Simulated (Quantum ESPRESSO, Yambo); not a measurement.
For BaZnBO$_{3}$F (space group P-6, No. 174), Yambo gives the independent-particle static dielectric constant along x as 3.28 on LDA bands and 2.85 after a scissor of 2.38 eV widens every gap (6×6×4 mesh, 86 bands, 3 Ry local-field block, 0.2 eV broadening). Axes are Cartesian, with cell vectors (Å) (5.13, 0.00, 0.00), (-2.56, 4.44, 0.00), (0.00, 0.00, 4.36).

### Question
A scissor keeps the position matrix elements. In a one-oscillator model, how does ε − 1 scale, and what mean transition energy do the two values imply?

### Answer
Each transition adds |r|²/E to ε − 1, so ε − 1 ∝ 1/(E0 + Δ). Then (2.85 − 1)/(3.28 − 1) = E0/(E0 + Δ) = 0.811, and E0 = Δ(ε' − 1)/(ε − ε') = 10.2 eV. The computed Im ε, weighted by 1/E up to 20 eV, has its mean at 10.7 eV; the smallest direct LDA gap is 4.04 eV. The scissor comes from a G0W0 run whose convergence isn't established. Convergence of the RPA response with its 6×6×4 mesh was not tested.

Bands from Quantum ESPRESSO.

Geometry of the Materials Project entry, not relaxed at this level; primitive cell a = 5.1272 Å, b = 5.1272 Å, c = 4.3638 Å, α = 90.00°, β = 90.00°, γ = 120.00°.

With a shallow 3d shell G0W0 needs far more bands and larger blocks than here, so the scissor is uncertain by tenths of an eV or more.
